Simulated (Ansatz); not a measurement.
Be₄Te₃S as one 8-atom ordering (P-43m) on the zincblende lattice at its r2SCAN geometry, run in Ansatz at 2 levels of theory. The calculation is non-magnetic, and the structure need not be a phase that has been made.

The PBE+SOC input:
```yaml
crystal:
  lattice:
    - [5.4655238772, 0.0, 0.0]
    - [0.0, 5.4655238772, 0.0]
    - [0.0, 0.0, 5.4655238772]
  atoms:
    - { symbol: S, position: [0.0, 0.0, 0.0] }
    - { symbol: Be, position: [0.7679477863, 0.7679477863, 0.7679477863] }
    - { symbol: Te, position: [0.5, 0.5, 0.0] }
    - { symbol: Be, position: [0.2320522137, 0.2320522137, 0.7679477863] }
    - { symbol: Te, position: [0.5, 0.0, 0.5] }
    - { symbol: Be, position: [0.2320522137, 0.7679477863, 0.2320522137] }
    - { symbol: Te, position: [0.0, 0.5, 0.5] }
    - { symbol: Be, position: [0.7679477863, 0.2320522137, 0.2320522137] }
kpoints:
  mp_grid: { grid: [6, 6, 6] }
  band_path:
    path: [[0.0, 0.0, 0.0], [0.0, 0.5, 0.0], [0.5, 0.5, 0.0], [0.5, 0.5, 0.5]]
    npoints: 1
hamiltonian:
  xc: pbe
scf:
  occupations: { method: fixed }
  n_extra_bands: 12
magnetization:
  noncollinear: true
  spin_orbit: true
output:
  forces: true
  stress: true
  eigenvalues: true
```

Main results, then, where recorded, the levels near the gap in eV from the Fermi energy (columns number the bands from 0), one row a point of the path (Γ, X, M, R):
```
Crystal: 8 atoms, lattice volume = 163.266 Å³
Symmetry: 24 space group operations + 24 with time reversal
Magnetic group: BNS 215.71 (UNI 1573)
```
```
Basis set: ecut = 420 eV, 3191 PW (Γ)
k-points: 20 of 216 (time reversal used)
SCF 1 converged in 8 iterations: F = -22224.855617 eV  dr2 = 2.17e-8
Free energy (F): -22224.855617 eV
Fermi energy:    7.385041 eV
--- Forces (eV/Å), atoms counted from 1 ---
  atom   1  S       0.00000      0.00000      0.00000
  atom   2  Be      0.01611      0.01611      0.01611
  atom   3  Te      0.00000      0.00000      0.00000
  atom   4  Be    -0.01611    -0.01611      0.01611
  atom   5  Te      0.00000      0.00000      0.00000
  atom   6  Be    -0.01611      0.01611    -0.01611
  atom   7  Te      0.00000      0.00000      0.00000
  atom   8  Be      0.01611    -0.01611    -0.01611
--- Stress (GPa, compression-positive) ---
        0.216557       0.000000       0.000000
        0.000000       0.216557       0.000000
        0.000000       0.000000       0.216557
  P = ⅓ Tr σ = 0.2166 GPa (2.166 kbar)
```
```tsv
band_54	band_55	band_56	band_57	band_58	band_59	band_60	band_61	band_62	band_63	band_64	band_65	band_66	band_67
-2.546	-2.546	-0.798	-0.798	0.000	0.000	0.000	0.000	1.649	1.649	1.649	1.649	1.791	1.791
-2.478	-2.478	-2.318	-2.318	-1.718	-1.718	-1.298	-1.298	2.458	2.458	2.643	2.643	3.988	3.988
-2.212	-2.212	-1.989	-1.989	-1.209	-1.209	-0.794	-0.794	3.071	3.071	3.865	3.865	4.047	4.047
-1.043	-1.043	-1.043	-1.043	-0.622	-0.622	-0.622	-0.622	2.124	2.124	3.403	3.403	3.411	3.411
```

PBE+SOC gives a direct gap of 1.65 eV at Γ.

Question: Another run on the same cell gave
```
Basis set: ecut = 420 eV, 3191 PW (Γ)
k-points: 10 of 64 (time reversal used)
SCF 1 stopped early in 2 iterations: F = -22216.743410 eV  dr2 = 1.16e-4
SCF 2 stopped early in 6 iterations: F = -22231.744590 eV  dr2 = 8.98e-7
hybrid outer 1: dexx = +1.153e-2 eV, tail = 1.41e-4 eV
SCF 3 converged in 4 iterations: F = -22231.744863 eV  dr2 = 2.72e-9
hybrid outer 2: dexx = +7.956e-7 eV, tail = 1.86e-8 eV, Δε = 1.29e-3 eV, ΔF = 5.12e-4 eV/Å
Free energy (F): -22231.744863 eV
Fermi energy:    6.668752 eV
--- Forces (eV/Å), atoms counted from 1 ---
  atom   1  S       0.00000      0.00000      0.00000
  atom   2  Be    -0.00548    -0.00548    -0.00548
  atom   3  Te      0.00000      0.00000      0.00000
  atom   4  Be      0.00548      0.00548    -0.00548
  atom   5  Te      0.00000      0.00000      0.00000
  atom   6  Be      0.00548    -0.00548      0.00548
  atom   7  Te      0.00000      0.00000      0.00000
  atom   8  Be    -0.00548      0.00548      0.00548
--- Stress (GPa, compression-positive) ---
       -0.911126       0.000000       0.000000
        0.000000      -0.911126       0.000000
        0.000000       0.000000      -0.911126
  P = ⅓ Tr σ = -0.9111 GPa (-9.111 kbar)
```
```tsv
band_27	band_28	band_29	band_30	band_31	band_32	band_33
-2.709	0.000	0.000	0.000	2.603	2.603	2.744
-2.420	-2.420	-1.354	-1.354	3.470	3.692	5.084
-2.041	-2.041	-1.022	-0.589	4.163	5.043	5.145
-0.886	-0.886	-0.501	-0.501	3.146	4.543	4.543
```
Which level of theory gave it?

Answer: It is HSE06, judged by the exchange loop and the size of the gap (a near hybrid could fit too), on 4×4×4; the blocks that differ from the first input, but for the band path:
```yaml
kpoints:
  mp_grid: { grid: [4, 4, 4] }
hamiltonian:
  xc: hse06
scf:
  occupations: { method: fixed }
  n_extra_bands: 6
```
(magnetization left out)
The HSE06 gap is direct at Γ: 2.60 eV. The mean pressure is -0.9 GPa (compression positive), so HSE06 would shrink the cell's volume. (The program warns that its thresholds are loose for a hybrid's stress.)

The hybrids run on coarser meshes, which limits their stresses and small splittings of levels.

Totals of different functionals, or with and without spin-orbit coupling, can't be compared.

Only the levels marked +SOC include spin-orbit coupling.
